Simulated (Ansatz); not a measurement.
Polymorphs of IrC, each relaxed with r²SCAN in the plane-wave PAW code Ansatz:

A: rock salt (Fm-3m)
a = b = c = 4.380 Å, α = β = γ = 90.00°

```csv
atom,site,symmetry,x,y,z
Ir,4a,m-3m,0.0000,0.0000,0.0000
C,4b,m-3m,0.5000,0.5000,0.5000
```

B: P-6m2
a = 3.031 Å, b = 3.031 Å, c = 2.658 Å, α = 90.00°, β = 90.00°, γ = 120.00°

```tsv
atom	site	symmetry	x	y	z
Ir	1a	-6m2	0.0000	0.0000	0.0000
C	1d	-6m2	0.3333	0.6667	0.5000
```

Problem. Put the candidates in order of energy per atom at 0 K, lowest first, for r²SCAN.

Solution. B (+0 meV/atom), A (+194 meV/atom)

Typed or built starts, not in the databases checked: A; B. Unstable at this level: A. All cells were relaxed under the symmetry of their starts (and spin orders); stability against distortions was not tested throughout. Named crystals with no word on spin ran without spin polarisation. Scalar-relativistic: spin–orbit coupling is off unless named, which matters more the heavier the elements.

Energies hold the estimated change up to a 700 eV cutoff; steps of a few meV lie near the error of the meshes.

Potentials: the earlier of the program's two PAW sets. The files were generated under PBE; for other functionals the program regenerates the frozen cores, and for LDA and PBEsol the local potential too.
